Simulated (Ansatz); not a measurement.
Run on rocksalt HfN (110), 3 layers: DFT, PBE, all-electron LAPW, scalar-relativistic (Ansatz 0.2.0).

The slab is cut from a bulk crystal relaxed on PAW files (its atoms may have been relaxed since), whose type needn't be the stable one.

Command: `ansatz run input.yaml --threads 2 --pin off --max-ram 4096MiB --backend cpu --events-out ev --progress --plain --runs-dir out` It took 78 s on 2 threads of AMD EPYC 9R45 96-Core Processor (Zen 5), on a shared host, peak memory 1.3 GiB.

```yaml
crystal:
  lattice:
    - [3.2157240931, 0.0, 0.0]
    - [0.0, 4.5477206253, 0.0]
    - [0.0, 0.0, 19.2157]
  atoms:
    - { symbol: Hf, position: [0.0, 0.25, 0.4163256063] }
    - { symbol: "N", position: [0.0, 0.75, 0.4163256063] }
    - { symbol: Hf, position: [0.5, 0.75, 0.5] }
    - { symbol: "N", position: [0.5, 0.25, 0.5] }
    - { symbol: Hf, position: [0.0, 0.25, 0.5836743937] }
    - { symbol: "N", position: [0.0, 0.75, 0.5836743937] }
kpoints:
  mp_grid: { grid: [9, 7, 1] }
scf:
  occupations: { method: fermi_dirac, width: 0.02 }
hamiltonian:
  xc: pbe
  pseudopotentials: { kind: all_electron, lapw: { basis_error: 0.001 } }
output:
  forces: true
  stress: true
  eigenvalues: true
  populations: true
  dos: { projected: true, de: 0.2, e_range: [-14, 8] }
efield:
  axis: 3
  amplitude: 0
  dipole_correction: true
```

Output:

```
Hf: projections on atomic orbitals take those of the free atom 1s2 2s2 2p6 3s2 3p6 3d10 4s2 4p6 4d10 4f14 5s2 5p6 5d2 6s2, of charge +0.00 (hamiltonian.pseudopotentials.projection_atoms)
N: projections on atomic orbitals take those of the free atom 1s2 2s2 2p3, of charge +0.00 (hamiltonian.pseudopotentials.projection_atoms)
LAPW: plane waves up to 9.409 Å⁻¹, error target 1.0e-3 eV per atom; small_component_spin mean_spin; N in spheres of 0.962 Å, 7 of its electrons in bands, Dirac shells []; Hf in spheres of 1.311 Å, 42 of its electrons in bands, Dirac shells [] (how accurate: hamiltonian.pseudopotentials.lapw.basis_error, Limitations)
Engine: ansatz 0.2.0
Pseudopotentials: kind: all_electron
Pseudopotential: Hf, LAPW, valence charge 42, lapw/all_electron/scalar/gaussian/Hf, Koelling and Harmon's equation, gaussian nucleus
Pseudopotential: N, LAPW, valence charge 7, lapw/all_electron/scalar/gaussian/N, Koelling and Harmon's equation, gaussian nucleus
Functional definition: PBE
  parameter kappa = 0.804
  parameter beta = 0.06672455060314922
  exchange = pbe_x(kappa = kappa, mu = beta*pi^2/3)
  correlation = pbe_c(beta = beta)
Crystal: 6 atoms, lattice volume = 281.015 Å³
Basis set: ecut = 337.26751179540526 eV, 3937 PW (Γ), exchange–correlation at level 2
Bands: 89, of which v1, the nominal top of the filled ones, is band 74 counted from 1 (73 counted from 0)
Symmetry: 4 space group operations
k-points: 20 of 63
Non-local potential: Hf, projectors of the file, none
Non-local potential: N, projectors of the file, none
Initial density: superposition of atomic densities (neutral atoms: chi_scale 0, normalization atom)
Initial wavefunctions: plane waves of lowest kinetic energy (no species holds an atomic orbital)
Functional: x = pbe(κ = 0.804, μ = 0.2195149727645171), c = pbe(β = 0.06672455060314922)
iter 1 solved again at ethr=2.06e-2 eV; its pass at ethr=1.00e-1 eV (dr2=3.03e1 eV) is discarded
SCF iter   1: F=—  HF=-1235235.577416 eV  |F-HF|=—  |Δ(HF+E_count)|=         —  Δρ=7.01e-2  dr2=3.04e1  ethr=2.06e-2  p=-0.000 e·Å  D=-3.28e-14 V/Å  ΔV_dip=0.00 eV  dr2_dipole=1.20e-12  V_vac-E_F(+/−)=6.18/6.18 eV  ⟨swp⟩=2.2  Hψ=11091  notcnv=0
efield: sawtooth ramp at fractional position 0.9500 (placed from the atoms, in the widest stretch of the axis that holds none; the zero of the levels goes with the place), width 0.1000; the density the first Hamiltonian is built on has a dipole p = -0.000 e·Å; the dipole correction subtracts the counter field D = -3.45e-14 V/Å, which shifts the + side's vacuum level by +0.00 eV against the − side's; the planar-averaged density in the ramp window peaks in size at 2.2e-6 e/Å³
preconditioner: auto → LDOS  [insulator: Δε(μ)=0.141 eV  Ē_g=18.085 eV  σ=0.020 eV  W_gap=0.63  n_scr=70 (ndim 8)  ℏωp=20.7 eV  f_vac=0.660  D(μ)=1.54/eV (n_scr^D=6)  ε∞_Penn≈2.3  β→1.0]
SCF iter   2: F=—  HF=-1235251.837630 eV  |F-HF|=—  |Δ(HF+E_count)|=    1.63e1  Δρ=1.28e-1  dr2=1.21e2  ethr=2.06e-2  p=0.000 e·Å  D=7.14e-7 V/Å  ΔV_dip=-0.00 eV  dr2_dipole=8.49e-10  V_vac-E_F(+/−)=0.90/0.90 eV  ⟨swp⟩=3.8  Hψ=5509  notcnv=0  recentre
SCF iter   3: F=—  HF=-1235226.783990 eV  |F-HF|=—  |Δ(HF+E_count)|=    2.51e1  Δρ=2.05e-2  dr2=3.57e0  ethr=2.06e-2  p=0.000 e·Å  D=1.66e-7 V/Å  ΔV_dip=-0.00 eV  dr2_dipole=4.40e-13  V_vac-E_F(+/−)=4.60/4.60 eV  ⟨swp⟩=3.0  Hψ=5627  notcnv=0
iter 4 solved again at ethr=1.48e-4 eV; its pass at ethr=2.43e-3 eV (dr2=2.18e-1 eV) is discarded
SCF iter   4: F=—  HF=-1235226.053527 eV  |F-HF|=—  |Δ(HF+E_count)|=   7.30e-1  Δρ=5.48e-3  dr2=2.17e-1  ethr=1.48e-4  p=-0.000 e·Å  D=-6.02e-8 V/Å  ΔV_dip=0.00 eV  dr2_dipole=7.00e-13  V_vac-E_F(+/−)=4.16/4.16 eV  ⟨swp⟩=2.0  Hψ=9585  notcnv=0
SCF iter   5: F=—  HF=-1235226.071296 eV  |F-HF|=—  |Δ(HF+E_count)|=         —  Δρ=2.16e-3  dr2=2.15e-2  ethr=1.48e-4  p=0.000 e·Å  D=1.69e-8 V/Å  ΔV_dip=-0.00 eV  dr2_dipole=2.06e-12  V_vac-E_F(+/−)=3.86/3.86 eV  ⟨swp⟩=3.0  Hψ=6031  notcnv=0
the basis was enlarged: its passes take 1.4 MiB over the memory plan, 2 of 2 planned eigensolver slots
SCF iter   6: F=—  HF=-1235226.026365 eV  |F-HF|=—  |Δ(HF+E_count)|=   4.49e-2  Δρ=1.20e-3  dr2=5.76e-3  ethr=1.47e-5  p=-0.000 e·Å  D=-2.79e-8 V/Å  ΔV_dip=0.00 eV  dr2_dipole=5.11e-12  V_vac-E_F(+/−)=3.91/3.91 eV  ⟨swp⟩=2.9  Hψ=5690  notcnv=0
SCF iter   7: F=—  HF=-1235226.031683 eV  |F-HF|=—  |Δ(HF+E_count)|=   5.32e-3  Δρ=7.50e-4  dr2=3.92e-3  ethr=3.92e-6  p=0.000 e·Å  D=1.79e-7 V/Å  ΔV_dip=-0.00 eV  dr2_dipole=1.99e-12  V_vac-E_F(+/−)=3.87/3.87 eV  ⟨swp⟩=2.9  Hψ=5590  notcnv=0
SCF iter   8: F=—  HF=-1235226.032512 eV  |F-HF|=—  |Δ(HF+E_count)|=   8.29e-4  Δρ=2.56e-4  dr2=2.69e-4  ethr=2.67e-6  p=0.000 e·Å  D=8.39e-8 V/Å  ΔV_dip=-0.00 eV  dr2_dipole=1.70e-12  V_vac-E_F(+/−)=3.80/3.80 eV  ⟨swp⟩=3.0  Hψ=5802  notcnv=0
SCF iter   9: F=—  HF=-1235226.032821 eV  |F-HF|=—  |Δ(HF+E_count)|=   3.09e-4  Δρ=1.09e-4  dr2=5.74e-5  ethr=1.83e-7  p=-0.000 e·Å  D=-3.51e-8 V/Å  ΔV_dip=0.00 eV  dr2_dipole=6.60e-13  V_vac-E_F(+/−)=3.77/3.77 eV  ⟨swp⟩=3.0  Hψ=5605  notcnv=0
SCF iter  10: F=—  HF=-1235226.032841 eV  |F-HF|=—  |Δ(HF+E_count)|=   2.05e-5  Δρ=4.68e-5  dr2=9.94e-6  ethr=3.90e-8  p=-0.000 e·Å  D=-2.34e-8 V/Å  ΔV_dip=0.00 eV  dr2_dipole=2.07e-13  V_vac-E_F(+/−)=3.77/3.77 eV  ⟨swp⟩=2.9  Hψ=5410  notcnv=0
[... lines left out ...]
  E_band       = -16227.712802
  E_kinetic    = 1373878.341437
  E_xc         = -25804.086258
  E_efield     = 0.000000  (sawtooth field / dipole correction)
  E_electrostatic = -2583300.282760  (all electrons and nuclei)
  E_smearing   = -0.005269  (= −TS)
  E_closure    = 0.000000  (closes the sum)
  E_atoms      = -1235173.990635  (free atoms, spherical and without spin; not in F)
  Σ components = -1235226.032850   (vs F -1235226.032850, Δ=0.00e0)
  Basis errors (estimates in eV, not in F): energy 4.4e-4 per atom: plane waves 3.9e-4 (2.3e-4 summed), levels above the bands 8.2e-115, relativity 8.5e-8, radial functions 5.1e-5, core shells 4.0e-7; eigenvalues (radial functions only) 1.9e-6; not estimated: angular momenta, meshes, grids; target (lapw.basis_error) 1.0e-3; muffin-tin radii N 0.962 Å, Hf 1.311 Å
--- Forces (eV/Å), atoms counted from 1 ---
  atom   1  Hf     0.00000000     0.00000000     0.87757184
  atom   2  N      0.00000000     0.00000000     0.76698922
  atom   3  Hf     0.00000000     0.00000000     0.00000004
  atom   4  N      0.00000000     0.00000000     0.00000000
  atom   5  Hf     0.00000000     0.00000000    -0.87757188
  atom   6  N      0.00000000     0.00000000    -0.76698928
  max |Σ_I F_I| component: 5.53e-8 eV/Å
--- Stress (GPa, compression-positive) ---
       -0.473381       0.000000       0.000000
        0.000000      -8.605266       0.000000
        0.000000       0.000000      -3.014395
  P = ⅓ Tr σ = -4.0310 GPa (-40.310 kbar)
--- Band table (eV; the first three rows and the last of 20) ---
  k-point 0: bands = ["-374.9880", "-373.1906", "-373.1906", "-371.3049", "-371.3049", "-371.2772", "-371.2772", "-371.2287", "-371.2287", "-370.6082", "-370.5877", "-370.5792", "-199.1740", "-199.1740", "-199.1713", "-199.1713", "-199.1362", "-199.1362", "-199.1157", "-199.1157", "-199.0950", "-199.0950", "-198.4745", "-198.4702", "-198.4672", "-198.4558", "-198.4363", "-59.7031", "-59.6929", "-59.0663", "-28.7128", "-28.4823", "-28.3860", "-28.2150", "-28.2041", "-28.1578", "-27.8116", "-27.7414", "-27.5587", "-13.1709", "-11.2532", "-10.5552", "-9.7255", "-9.7191", "-9.7063", "-9.6856", "-9.6728", "-9.6593", "-9.6525", "-9.6482", "-9.6313", "-9.6117", "-9.6083", "-9.6066", "-9.5792", "-9.5792", "-9.0366", "-9.0031", "-8.9964", "-8.9923", "-8.9752", "-8.9499", "-8.8871", "-3.1290", "-1.8246", "-1.6800", "-1.4799", "-0.0068", "0.3307", "1.1278", "1.1516", "1.4535", "2.2393", "2.4455", "3.9367", "3.9707", "4.1143", "4.6764", "4.6888", "5.5906", "5.9425", "6.0279", "6.2068", "6.2800", "6.8822", "7.0915", "7.3785", "8.0671", "8.0949"]
  k-point 1: bands = ["-374.9880", "-373.1906", "-373.1906", "-371.3049", "-371.3049", "-371.2772", "-371.2772", "-371.2287", "-371.2287", "-370.6082", "-370.5877", "-370.5792", "-199.1740", "-199.1740", "-199.1713", "-199.1713", "-199.1362", "-199.1362", "-199.1157", "-199.1157", "-199.0950", "-199.0950", "-198.4745", "-198.4702", "-198.4672", "-198.4558", "-198.4363", "-59.7029", "-59.6929", "-59.0665", "-28.7322", "-28.4805", "-28.3609", "-28.2413", "-28.2012", "-28.1576", "-27.8276", "-27.7189", "-27.5615", "-13.0629", "-11.1772", "-10.4778", "-9.7256", "-9.7190", "-9.7062", "-9.6856", "-9.6709", "-9.6564", "-9.6525", "-9.6481", "-9.6309", "-9.6153", "-9.5920", "-9.5837", "-9.5787", "-9.5786", "-9.0295", "-9.0019", "-8.9948", "-8.9906", "-8.9750", "-8.9501", "-8.8770", "-3.2606", "-2.3957", "-1.7441", "-1.2877", "-0.3109", "0.2439", "0.3439", "1.0645", "1.4475", "2.0521", "2.5451", "3.5970", "4.4721", "4.5375", "4.7655", "4.8217", "5.4701", "5.9353", "6.2868", "6.3888", "6.9030", "7.1217", "7.2314", "7.4788", "8.1271", "8.7013"]
  k-point 2: bands = ["-374.9880", "-373.1906", "-373.1906", "-371.3049", "-371.3049", "-371.2772", "-371.2772", "-371.2287", "-371.2287", "-370.6082", "-370.5877", "-370.5792", "-199.1740", "-199.1740", "-199.1713", "-199.1713", "-199.1362", "-199.1362", "-199.1157", "-199.1157", "-199.0950", "-199.0950", "-198.4745", "-198.4702", "-198.4672", "-198.4558", "-198.4363", "-59.7025", "-59.6928", "-59.0669", "-28.7688", "-28.4754", "-28.3091", "-28.2945", "-28.1947", "-28.1572", "-27.8659", "-27.6753", "-27.5679", "-12.8044", "-11.0037", "-10.3137", "-9.7257", "-9.7188", "-9.7059", "-9.6855", "-9.6673", "-9.6532", "-9.6524", "-9.6480", "-9.6296", "-9.6108", "-9.5774", "-9.5773", "-9.5595", "-9.5078", "-9.0163", "-8.9991", "-8.9870", "-8.9854", "-8.9747", "-8.9505", "-8.8420", "-3.5863", "-3.2244", "-1.8799", "-1.2776", "-0.9464", "-0.9417", "0.0643", "0.8513", "1.4150", "1.7550", "2.7503", "3.5602", "4.7089", "5.0683", "5.3770", "5.4911", "5.5051", "5.9743", "6.6988", "6.8263", "7.0457", "7.4639", "7.7274", "8.0571", "8.2982", "8.7113"]
  k-point 19: bands = ["-374.9880", "-373.1906", "-373.1906", "-371.3049", "-371.3049", "-371.2772", "-371.2772", "-371.2287", "-371.2287", "-370.6082", "-370.5877", "-370.5792", "-199.1740", "-199.1740", "-199.1713", "-199.1713", "-199.1362", "-199.1362", "-199.1157", "-199.1157", "-199.0950", "-199.0950", "-198.4745", "-198.4702", "-198.4672", "-198.4558", "-198.4363", "-59.6853", "-59.6763", "-59.0497", "-28.6893", "-28.6312", "-28.5358", "-28.4221", "-28.3757", "-28.2020", "-27.8597", "-27.8412", "-27.6668", "-12.3070", "-10.4179", "-10.1200", "-9.7081", "-9.7018", "-9.6878", "-9.6855", "-9.6699", "-9.6553", "-9.6487", "-9.6392", "-9.6330", "-9.6227", "-9.6033", "-9.5775", "-9.4155", "-9.3782", "-9.0134", "-8.9952", "-8.9912", "-8.9849", "-8.9488", "-8.9351", "-8.7742", "-4.0280", "-3.6420", "-2.5289", "-1.3780", "-1.2200", "-1.1962", "-0.6710", "-0.0445", "0.0914", "3.5378", "3.7434", "4.9688", "5.2346", "5.6020", "5.7419", "6.1205", "6.4656", "6.5986", "6.7832", "8.1762", "8.3612", "9.1759", "9.6327", "9.8054", "9.9385", "10.5827"]
--- Löwdin populations: 6 sites ---
  site symbol       q [e]
     0     Hf     71.2092
     1      N      7.7741
     2     Hf     71.1335
     3      N      7.6410
     4     Hf     71.2092
     5      N      7.7741
  spilling = 0.001092 (of n_electrons = 237.000000)
```

populations.tsv:

```
# site	symbol	l	j	q
# orbitals = lowdin
# n_electrons = 237.000000
# spilling = 0.001092
# projection_atom_Hf: 1s2 2s2 2p6 3s2 3p6 3d10 4s2 4p6 4d10 4f14 5s2 5p6 5d2 6s2
# projection_atom_N: 1s2 2s2 2p3
0	Hf	0_1S	-	2.000000
0	Hf	0_2S	-	1.999987
0	Hf	0_3S	-	1.999836
0	Hf	0_4S	-	1.998311
0	Hf	0_5S	-	1.971170
0	Hf	0_6S	-	0.623260
0	Hf	1_2P	-	6.000000
0	Hf	1_3P	-	5.999998
0	Hf	1_4P	-	5.999882
0	Hf	1_5P	-	5.981584
0	Hf	2_3D	-	10.000000
0	Hf	2_4D	-	9.999961
0	Hf	2_5D	-	2.638282
0	Hf	3_4F	-	13.996946
1	N	0_1S	-	1.996937
1	N	0_2S	-	1.603971
1	N	1_2P	-	4.173176
2	Hf	0_1S	-	2.000000
2	Hf	0_2S	-	1.999982
2	Hf	0_3S	-	1.999774
2	Hf	0_4S	-	1.997660
2	Hf	0_5S	-	1.959892
2	Hf	0_6S	-	0.465425
2	Hf	1_2P	-	6.000000
2	Hf	1_3P	-	5.999998
2	Hf	1_4P	-	5.999899
2	Hf	1_5P	-	5.988106
2	Hf	2_3D	-	10.000000
2	Hf	2_4D	-	9.999941
2	Hf	2_5D	-	2.727285
2	Hf	3_4F	-	13.995534
3	N	0_1S	-	1.996144
3	N	0_2S	-	1.520858
3	N	1_2P	-	4.124041
4	Hf	0_1S	-	2.000000
4	Hf	0_2S	-	1.999987
4	Hf	0_3S	-	1.999836
4	Hf	0_4S	-	1.998311
4	Hf	0_5S	-	1.971170
4	Hf	0_6S	-	0.623260
4	Hf	1_2P	-	6.000000
4	Hf	1_3P	-	5.999998
4	Hf	1_4P	-	5.999882
4	Hf	1_5P	-	5.981584
4	Hf	2_3D	-	10.000000
4	Hf	2_4D	-	9.999961
4	Hf	2_5D	-	2.638282
4	Hf	3_4F	-	13.996946
5	N	0_1S	-	1.996937
5	N	0_2S	-	1.603971
5	N	1_2P	-	4.173176
```

Next run (atoms relaxed), as changes to the input before:

```diff
   atoms:
-    - { symbol: Hf, position: [0.0, 0.25, 0.4163256063] }
-    - { symbol: "N", position: [0.0, 0.75, 0.4163256063] }
-    - { symbol: Hf, position: [0.5, 0.75, 0.5] }
-    - { symbol: "N", position: [0.5, 0.25, 0.5] }
-    - { symbol: Hf, position: [0.0, 0.25, 0.5836743937] }
-    - { symbol: "N", position: [0.0, 0.75, 0.5836743937] }
+    - { symbol: Hf, position: [0.0, 0.25, 0.4201510288] }
+    - { symbol: "N", position: [0.0, 0.75, 0.4201061568] }
+    - { symbol: Hf, position: [0.5, 0.75, 0.4999999479] }
+    - { symbol: "N", position: [0.5, 0.25, 0.5000000536] }
+    - { symbol: Hf, position: [0.0, 0.25, 0.5798490693] }
+    - { symbol: "N", position: [0.0, 0.75, 0.5798937436] }
 kpoints:
   eigenvalues: true
-  populations: true
-  dos: { projected: true, de: 0.2, e_range: [-14, 8] }
+relax:
+  f_tol: 0.01
+  max_steps: 12
 efield:
```

Results part of the output:

```
SCF converged after 4 iterations
Free energy (F): -1235226.157199 eV
Harris-Foulkes:  -1235226.157199 eV  (|F-HF|=4.26e-8)
Internal energy: -1235226.148970 eV  (E = F + TS)
E sigma→0 (E₀):  -1235226.153084 eV
Entropy (-TS):   -0.008228 eV (-1.371 meV/atom)
Fermi energy:    3.046667 eV
Dipole field:    D = -0.000000 V/Å  (p = -0.000000 e·Å, saw-weighted, corrected)
Work function:   Φ+ = 3.7253 eV   Φ− = 3.7253 eV
Levels:          The Fermi level and band energies are counted from a zero that moves with the ramp; work functions are not
--- Per-component energies (eV) ---
[... lines left out ...]
  k-point 2: bands = ["-504.4388", "-504.4388", "-503.6840", "-375.0152", "-373.1185", "-373.1185", "-371.1912", "-371.1912", "-371.1691", "-371.1691", "-371.1291", "-371.1291", "-370.4321", "-370.3980", "-370.3933", "-199.0620", "-199.0620", "-199.0548", "-199.0548", "-199.0287", "-199.0287", "-199.0117", "-199.0117", "-198.9944", "-198.9944", "-198.2917", "-198.2914", "-198.2869", "-198.2660", "-198.2454", "-59.6073", "-59.5897", "-58.9006", "-28.7585", "-28.3350", "-28.2596", "-28.2280", "-28.1456", "-28.0872", "-27.7415", "-27.5459", "-27.4174", "-12.9946", "-11.1602", "-10.3002", "-9.6179", "-9.6177", "-9.5928", "-9.5692", "-9.5616", "-9.5490", "-9.5429", "-9.5420", "-9.5229", "-9.5082", "-9.4803", "-9.4801", "-9.4687", "-9.4178", "-8.8412", "-8.8262", "-8.8144", "-8.8136", "-8.7950", "-8.7636", "-8.6375", "-3.7910", "-3.3776", "-2.2891", "-1.4230", "-1.0437", "-1.0166", "-0.2461", "0.9561", "1.4557", "1.6958", "2.7321", "3.6585", "5.2061", "5.3226", "5.3319", "5.5670", "5.5874", "6.1227", "6.7175", "6.8166", "7.0840", "7.4939", "7.7468", "8.1697", "8.4437", "9.0774"]
  k-point 19: bands = ["-504.4388", "-504.4388", "-503.6840", "-375.0152", "-373.1185", "-373.1185", "-371.1912", "-371.1912", "-371.1691", "-371.1691", "-371.1291", "-371.1291", "-370.4321", "-370.3980", "-370.3933", "-199.0620", "-199.0620", "-199.0548", "-199.0548", "-199.0287", "-199.0287", "-199.0117", "-199.0117", "-198.9944", "-198.9944", "-198.2917", "-198.2914", "-198.2869", "-198.2660", "-198.2454", "-59.5895", "-59.5728", "-58.8829", "-28.6820", "-28.6043", "-28.4797", "-28.3340", "-28.2778", "-28.1297", "-27.7309", "-27.7025", "-27.5362", "-12.5122", "-10.5113", "-10.1077", "-9.5934", "-9.5914", "-9.5793", "-9.5707", "-9.5691", "-9.5495", "-9.5433", "-9.5350", "-9.5280", "-9.5179", "-9.5083", "-9.4751", "-9.3465", "-9.3015", "-8.8307", "-8.8256", "-8.8147", "-8.8044", "-8.7816", "-8.7479", "-8.6089", "-4.1584", "-3.8751", "-2.5714", "-1.5376", "-1.3017", "-1.2226", "-0.6334", "-0.0971", "0.2196", "3.4902", "3.7277", "4.9400", "5.2286", "5.6076", "5.7701", "6.2489", "6.5382", "6.6505", "6.9228", "8.2606", "8.6630", "9.2101", "9.8329", "9.8489", "10.0273", "10.6887"]
--- Relaxed structure (2 steps of the walk, 2 accepted, 0 SCFs on fresh bases) ---
  F+E_penalty+E_count = -1235226.15719861 eV   max|allowed force component| = 3.102e-3 eV/Å
  atoms:
    - { symbol: Hf, position: [0.0, 0.25, 0.42015102880000005] }
    - { symbol: N, position: [0.0, 0.75, 0.4201061568000001] }
    - { symbol: Hf, position: [0.5, 0.75, 0.4999999479000001] }
    - { symbol: N, position: [0.5, 0.25, 0.5000000536000001] }
    - { symbol: Hf, position: [0.0, 0.25, 0.5798490693] }
    - { symbol: N, position: [0.0, 0.75, 0.5798937436] }
```

Next run (field of 0.2 V/Å along the normal), as changes to the input before:

```diff
   eigenvalues: true
-relax:
-  f_tol: 0.01
-  max_steps: 12
 efield:
   axis: 3
-  amplitude: 0
+  amplitude: 0.2
   dipole_correction: true
```

Results part of the output:

```
SCF 1 converged in 13 iterations: F = -1235226.169582 eV  dr2 = 9.86e-8
SCF converged after 13 iterations
Free energy (F): -1235226.169582 eV
[... lines left out ...]
  k-point 1: bands = ["-375.0227", "-373.1260", "-373.1245", "-371.2077", "-371.1911", "-371.1846", "-371.1706", "-371.1457", "-371.1287", "-370.4394", "-370.4052", "-370.4005", "-199.0779", "-199.0709", "-199.0630", "-199.0553", "-199.0452", "-199.0283", "-199.0275", "-199.0124", "-199.0106", "-198.9945", "-198.2989", "-198.2987", "-198.2941", "-198.2732", "-198.2527", "-59.6185", "-59.5952", "-58.9073", "-28.7261", "-28.3471", "-28.3278", "-28.1784", "-28.1619", "-28.0957", "-27.7049", "-27.6025", "-27.4168", "-13.2587", "-11.3466", "-10.4767", "-9.6279", "-9.6274", "-9.6002", "-9.5765", "-9.5758", "-9.5624", "-9.5500", "-9.5455", "-9.5350", "-9.5237", "-9.5019", "-9.4967", "-9.4924", "-9.4829", "-8.8651", "-8.8365", "-8.8262", "-8.8255", "-8.8028", "-8.7703", "-8.6799", "-3.4971", "-2.5675", "-2.1698", "-1.4342", "-0.4002", "-0.0828", "0.2692", "1.1423", "1.4960", "1.9839", "2.5456", "3.7119", "4.3352", "4.6601", "4.7863", "5.2561", "5.7601", "6.0703", "6.1424", "6.2845", "7.0135", "7.0617", "7.1836", "7.4525", "8.3390", "8.8431"]
  k-point 2: bands = ["-375.0227", "-373.1260", "-373.1245", "-371.2077", "-371.1911", "-371.1846", "-371.1706", "-371.1457", "-371.1287", "-370.4394", "-370.4052", "-370.4005", "-199.0779", "-199.0709", "-199.0630", "-199.0553", "-199.0452", "-199.0283", "-199.0275", "-199.0124", "-199.0106", "-198.9945", "-198.2989", "-198.2987", "-198.2941", "-198.2732", "-198.2527", "-59.6181", "-59.5951", "-58.9078", "-28.7665", "-28.3427", "-28.2682", "-28.2348", "-28.1544", "-28.0952", "-27.7489", "-27.5532", "-27.4245", "-13.0023", "-11.1672", "-10.3073", "-9.6279", "-9.6272", "-9.5998", "-9.5764", "-9.5725", "-9.5622", "-9.5482", "-9.5453", "-9.5332", "-9.5140", "-9.4953", "-9.4816", "-9.4773", "-9.4249", "-8.8484", "-8.8334", "-8.8216", "-8.8208", "-8.8022", "-8.7708", "-8.6447", "-3.7989", "-3.3850", "-2.2967", "-1.4299", "-1.0511", "-1.0237", "-0.2532", "0.9497", "1.4477", "1.6887", "2.7248", "3.6529", "5.1969", "5.3151", "5.3247", "5.5590", "5.5801", "6.1149", "6.4926", "6.8087", "7.1437", "7.4401", "7.7922", "8.1621", "8.4265", "9.0962"]
  k-point 19: bands = ["-375.0227", "-373.1260", "-373.1245", "-371.2077", "-371.1911", "-371.1846", "-371.1706", "-371.1457", "-371.1287", "-370.4394", "-370.4052", "-370.4005", "-199.0779", "-199.0709", "-199.0630", "-199.0553", "-199.0452", "-199.0283", "-199.0275", "-199.0124", "-199.0106", "-198.9945", "-198.2989", "-198.2987", "-198.2941", "-198.2732", "-198.2527", "-59.6004", "-59.5780", "-58.8900", "-28.6903", "-28.6125", "-28.4880", "-28.3418", "-28.2852", "-28.1374", "-27.7383", "-27.7098", "-27.5435", "-12.5199", "-10.5184", "-10.1149", "-9.6057", "-9.6007", "-9.5856", "-9.5814", "-9.5749", "-9.5554", "-9.5546", "-9.5463", "-9.5329", "-9.5229", "-9.5175", "-9.4819", "-9.3553", "-9.3085", "-8.8379", "-8.8329", "-8.8219", "-8.8116", "-8.7888", "-8.7551", "-8.6161", "-4.1659", "-3.8827", "-2.5793", "-1.5449", "-1.3088", "-1.2298", "-0.6406", "-0.1039", "0.2129", "3.4834", "3.7210", "4.9329", "5.2212", "5.5996", "5.7647", "6.2413", "6.5310", "6.6431", "6.9155", "8.2534", "8.6533", "9.2017", "9.7029", "9.8244", "10.0907", "10.4860"]
```

Spin–orbit coupling is left out, which matters for the heavy atoms.
